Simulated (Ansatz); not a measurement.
## Piezoelectric tensor of BaSO

Computed with Ansatz, DFT PBEsol, scalar-relativistic, plane waves, PAW. Settings: 420 eV plane-wave cutoff, Γ-centred 10×10×10 mesh, fixed occupations. No spin polarisation.

Relaxed structure:
```
CELL_PARAMETERS angstrom
-2.14665 2.14665 3.62691
2.14665 -2.14665 3.62691
2.14665 2.14665 -3.62691
ATOMIC_POSITIONS crystal
Ba 0.97453 0.97453 0.00000
S 0.39771 0.39771 0.00000
O 0.62776 0.62776 0.00000
```

The cell was built by swapping an element in a database structure (itself possibly hypothetical) and relaxing; it need not be the stable form of this composition.

Problem. Give the clamped-ion proper piezoelectric stress tensor e_iJ (C/m², Voigt columns xx yy zz yz xz xy).

Solution.
```
x    0.000  0.000  0.000  0.000  0.152  0.000
y    0.000  0.000  0.000  0.152  0.000  0.000
z    0.155  0.155 -0.280  0.000  0.000  0.000
```
Signs follow the orientation of the cell as given.